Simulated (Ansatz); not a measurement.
**Question.** Each is relaxed and computed with DFT-PBEsol in the program Ansatz with PAW potentials. Which is the only metal?
A. Na2PdC2, P-3m1 (Na on 2d, Pd on 1a, C on 2c)
B. Cr2C, P-3m1 (Cr on 2d, C on 1b)
C. Mg2C, anti-fluorite
D. MgZn2O3, P-3m1 (Mg on 1a, Zn on 2d, O on 2d, O on 1b)

**Answer.** B, Cr2C, P-3m1 (Cr on 2d, C on 1b). Cr2C: metal; Na2PdC2: gap 0.72 eV (indirect); MgZn2O3: gap 1.88 eV (direct); Mg2C: gap 0.69 eV (indirect). Constructed cells (a structure type filled with these elements, in neither database checked): Mg2C, anti-fluorite. Standing as an ambient phase not checked: Cr2C, P-3m1 (Cr on 2d, C on 1b); Na2PdC2, P-3m1 (Na on 2d, Pd on 1a, C on 2c); MgZn2O3, P-3m1 (Mg on 1a, Zn on 2d, O on 2d, O on 1b). Perhaps ordered models of mixed-site phases: MgZn2O3, P-3m1 (Mg on 1a, Zn on 2d, O on 2d, O on 1b). All cells were relaxed under the symmetry of their starts (and spin orders); stability against distortions was not tested throughout. Rows with no word on spin ran without spin polarisation. Scalar-relativistic: spin–orbit coupling is off unless named, which matters more the heavier the elements.

Potentials: the later of the program's two PAW sets.
